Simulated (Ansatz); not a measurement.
TaGe2 (space group P6_222)

```xyz
9
Lattice="4.9673 0.0000 0.0000 -2.4836 4.3018 0.0000 0.0000 0.0000 6.7498" Properties=species:S:1:pos:R:3 pbc="T T T"
Ta     2.4836     0.0000     3.3749
Ta     1.2418     2.1509     5.6248
Ta    -1.2418     2.1509     1.1250
Ge     0.0000     1.4075     3.3749
Ge     3.7484     0.7037     5.6248
Ge     1.2647     3.5980     1.1250
Ge     2.4836     2.8943     3.3749
Ge    -1.2647     3.5980     5.6248
Ge     1.2189     0.7037     1.1250
```

The slice is a (-1 1 0 2) plane (indices of the conventional cell) through the point (0.836, 0.673, 0.500) (fractional), spanned by u = [110] and v = [1 -1 1] in vectors of this cell: u (4.97 Å) and v (10.94 Å, at 90° to u). It covers one period; positions are fractions (u, v).

All values below come from r2SCAN (plane waves to 500 eV, PAW, scalar-relativistic; Ansatz, a quantum-chemistry and plane-wave program). k mesh 11×11×7. Near the nuclei the fields are pseudised (PAW); where an atom keeps semicore shells as valence, they peak there. Spin-orbit coupling is left out, though Ta is heavy. TaGe2 is run without spin polarisation. TaGe2 was relaxed with its symmetry unable to fall.

Problem. Predict the map of the valence electron density on the slice.

Solution. 
```
|++--....::..  ..--|
|....  ..::::    ..|
|....  ..::..    ..|
|::..    ....    ..|
|::......----....::|
|......--++++--....|
|......==++++--....|
|......::====::....|
|::..............::|
|........      ....|
|..::==--..        |
|..==++++::......  |
|..--++==....::::..|
|....::....::==**::|
|    ........--==::|
|    ........::::..|
|    ....::::..    |
|........----..  ..|
|++--............--|
|@@++........  ..++|
```
Scale: ten equal steps from -0.95 (start of ' ') to 1.76 (end of '@'), in the order ' .:-=+*#%@'. Values: log₁₀ of the valence density in e/Å³. The map has 9 points along u (two characters each, u = 0 at the left) and 20 along v (v = 0 in the bottom row). The scale is logarithmic, as a density can span decades between atoms and voids.
